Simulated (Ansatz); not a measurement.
AlGa$_{3}$N$_{4}$ in space group P3m1 (No. 156; Pearson symbol hP8), DFT-PBE in the program Ansatz with PAW potentials. The conduction-band minimum lies at Γ, with 1 equivalent valley. Second derivatives d²E/dk² of the lowest band at one valley (eV·Å²), along Cartesian directions:

| direction | d²E/dk² |
|---|---|
| [100] | 39.26 |
| [010] | 39.26 |
| [001] | 41.00 |
| [110] | 39.26 |
| [101] | 40.14 |
| [011] | 40.14 |

Q: Find the principal effective masses, the density-of-states mass and the conductivity mass.

A: Off-diagonal terms follow from H_xy = H[110] − (H_xx + H_yy)/2, and m*/mₑ = 7.620 eV·Å² over each eigenvalue: 0.19, 0.19, 0.19. One valley's DOS mass (m₁m₂m₃)^(1/3) = 0.19, conductivity mass 3/(Σ 1/mᵢ) = 0.19 mₑ.

Q: What effective density of states Nc follows at 300 K for parabolic valleys?

A: Nc = 2.509e19 × 1 × (0.19)^(3/2) ≈ 2.1e18 cm⁻³.

The start of the workflow was typed in or built on a structure type; neither database checked (COD, Materials Project) lists it. Whether it is the stable phase at ambient conditions was not checked. Symmetry was held in the PBE relaxation; whether a distortion lowers the energy is not shown. Spin–orbit coupling is left out wherever it is not named.

Potentials: the earlier of the program's two PAW sets.

Edges and masses are those of Kohn–Sham bands, whose gap is no quasiparticle gap.
